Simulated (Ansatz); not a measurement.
Sr2H3I:
```yaml
crystal:
  lattice:
    - [4.23670, 0.00000, 0.00000]
    - [-2.11835, 3.66909, 0.00000]
    - [0.00000, 0.00000, 7.67295]
  atoms:
    - { symbol: Sr, position: [0.66667, 0.33333, 0.67853] }
    - { symbol: Sr, position: [0.33333, 0.66667, 0.32147] }
    - { symbol: H, position: [0.00000, 0.00000, 0.50000] }
    - { symbol: H, position: [0.66667, 0.33333, 0.35677] }
    - { symbol: H, position: [0.33333, 0.66667, 0.64323] }
    - { symbol: I, position: [0.00000, 0.00000, 0.00000] }
```

Relaxed with r²SCAN. Special points in fractions of this cell's reciprocal vectors: Γ (0.000, 0.000, 0.000); M (0.500, 0.000, 0.000); K (0.333, 0.333, 0.000); A (0.000, 0.000, 0.500); L (0.500, 0.000, 0.500); H (0.333, 0.333, 0.500).

**Question.** List the band energies nearest the valence-band maximum at these points for DFT-r²SCAN in the program Ansatz with PAW potentials.

**Answer.** In eV from the valence-band maximum; about four levels below and three above (degenerate sets whole), none deeper than 8.9 eV; points with the same levels are listed once.

```csv
k,below,above
Γ,-2.49 -2.43 -2.43 -0.08,3.43 3.48 3.48
M,-2.99 -2.96 -2.71 -2.66,3.13 3.91 4.02
K,-3.78 -2.71 -2.62 -2.62,2.72 2.72 4.01
A,-3.11 -2.44 -2.44 0.00,3.24 3.24 3.36
L,-3.12 -2.98 -2.86 -2.40,2.73 3.22 3.66
H,-3.86 -2.80 -2.80 -2.58,3.64 3.64 3.67
```

Space group P-3m1. The first step of the workflow began from a Materials Project structure, measured or hypothetical; the Crystallography Open Database copy checked does not list it. Whether it is the stable phase at ambient conditions was not checked. The r²SCAN relaxation kept the symmetry of its start; whether a distortion lowers the energy is not shown. Scalar-relativistic: spin–orbit coupling is off unless named, which matters more the heavier the elements.

Potentials: the later of the program's two PAW sets.
